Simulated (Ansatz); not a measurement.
Nb₃B₅: rattling a relaxed structure

The cell was found from a proposed guess, not taken from experiment.

Level of theory: DFT PBE, scalar-relativistic, plane waves, PAW (Ansatz 0.2.0). Settings: cutoff 420 eV, Γ-centred mesh 12×12×4 on the computed 8-atom cell, Gaussian smearing of 0.10 eV; no spin polarisation.

The cell below (8 atoms, space group P-6m2 (No. 187)) is relaxed within its symmetry.

```
CELL_PARAMETERS angstrom
3.12127 0.00000 0.00000
-1.56063 2.70310 0.00000
0.00000 0.00000 9.64288
ATOMIC_POSITIONS crystal
Nb 0.00000 0.00000 0.15776
Nb 0.00000 0.00000 0.84224
Nb 0.00000 0.00000 0.50000
B 0.33333 0.66667 0.00000
B 0.33333 0.66667 0.32946
B 0.66667 0.33333 0.32387
B 0.33333 0.66667 0.67054
B 0.66667 0.33333 0.67613
```

For the test it was strained at random (σ = 1.5 % a component), the atoms were moved at random (σ = 0.05 Å), and all was relaxed again on a coarse 12×12×2 mesh (in the run’s order of axes) with 0.20 eV smearing, with no symmetry imposed.

Q: Is the structure stable against such a distortion?

A: It returns, within 1 meV/atom of the unmoved cell on that mesh and with the same symmetry when read at 0.1 Å. So it is stable against the distortions that fit this cell and that this random move excites. Modes that don't fit the cell aren't tested.
